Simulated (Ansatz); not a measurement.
Method: DFT PBE, scalar-relativistic, plane waves, PAW (Ansatz 0.2.0). All cells share a 420 eV cutoff and Γ-centred k meshes spaced at most about 0.3 Å⁻¹ (about 0.25 or finer for metals, 2π included). No spin polarisation in the final relaxations.

All energies are static (0 K, no zero-point motion).

Two forms of K2ZrO2 were relaxed alike.

A.

```
K Zr O
1.0
     3.35277    0.00000    0.00000
    -1.67639    2.90359    0.00000
     0.00000    0.00000   10.23637
K Zr O
2 1 2
Direct
  0.66667 0.33333 0.29839
  0.33333 0.66667 0.70161
  0.00000 0.00000 0.00000
  0.33333 0.66667 0.11433
  0.66667 0.33333 0.88567
```

B.

```
K Zr O
1.0
     3.93137    0.00000    0.00000
    -1.96568    3.40467    0.00000
     0.00000    0.00000   11.80205
K Zr O
2 1 2
Direct
  0.33333 0.66667 0.26227
  0.66667 0.33333 0.73773
  0.00000 0.00000 0.00000
  0.00000 0.00000 0.16549
  0.00000 0.00000 0.83451
```

Problem. Which form is favoured at zero pressure, and by what margin per atom?

Solution. A is lower, by 283 meV/atom. A has space group P-3m1 (No. 164), 19.9 Å³/atom and no gap on its mesh; B has space group P-3m1 (No. 164), 31.6 Å³/atom and no gap. Counting O atoms around K and Zr (those within 1.25 times the shortest such distance or 1.15 times the sum of covalent radii), A has K 3, Zr 6 and B has K 3, Zr 2. In A, around K lie 3 O at 2.70 Å, 6 K at 3.35 Å and 3 Zr at 3.62 Å; around Zr lie 6 O at 2.26 Å, 6 Zr at 3.35 Å and 6 K at 3.62 Å; around O lie 3 Zr at 2.26 Å and 3 K at 2.70 Å. In B, around K lie 3 O at 2.54 Å and 3 Zr at 3.84 Å; Zr is surrounded by 2 O at 1.95 Å and 6 K at 3.84 Å; O has 1 Zr at 1.95 Å and 3 K at 2.54 Å. Both come from invented guesses.

Weakly bound directions are ill-defined at this level, which has no dispersion term (P-3m1 at 31.6 Å³/atom), and this can change margins and order among such cells. Cells relaxed within their symmetry can be saddle points.
